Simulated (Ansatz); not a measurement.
# MnAs (P6_3/mmc): electronic heat capacity from the density of states

These are results of Ansatz 0.2.0, DFT r2SCAN, scalar-relativistic, plane waves, PAW, not measurements.

Plane waves to 500 eV, a k mesh through Γ of 12×12×8 on the computed 4-atom cell and Gaussian smearing (0.10 eV); collinear spin from starting moments 4.11 4.11 -0.19 -0.19 μB.

Relaxed cell: P6_3/mmc, a = 3.748 Å, b = 3.748 Å, c = 5.715 Å, α = 90.00°, β = 90.00°, γ = 120.00°, 4 atoms in the primitive cell. Whether it is the stable form of this composition wasn't checked.

The density of states at the Fermi level is 1.569 states/eV in the cell of 4 atoms (2 formula units; both spins, tetrahedra on a 18×18×12 mesh). The run ends with a moment of 7.33 μB a cell (largest on a site 3.74 μB), and the figure is for this state; a paramagnetic sample can have a quite different one. Another magnetic order, if the compound takes it, can change N(E_F) and the shape of the cell a good deal, and may open a gap, where γ is close to zero.

What Sommerfeld coefficient does this give?

Per formula unit N(E_F) = 0.784 states/eV. γ = (π²/3) k_B² N(E_F) N_A = 2.357 mJ/(mol K²) per state/eV, so γ = 1.8 mJ/(mol K²), a mole of formula units. This is the bare band result: a measured γ of the same phase and magnetic order is as a rule larger by a factor 1 + λ from phonons and spin fluctuations. N(E_F) at one energy is sensitive to the mesh where the density of states has sharp peaks.

The state reached may not be the lowest one. Only parallel moments were tried here.

Only this magnetic start was tried.

Cost: 1 run of about 5.4 core-minutes, on Arm Neoverse N1 (shared hosts).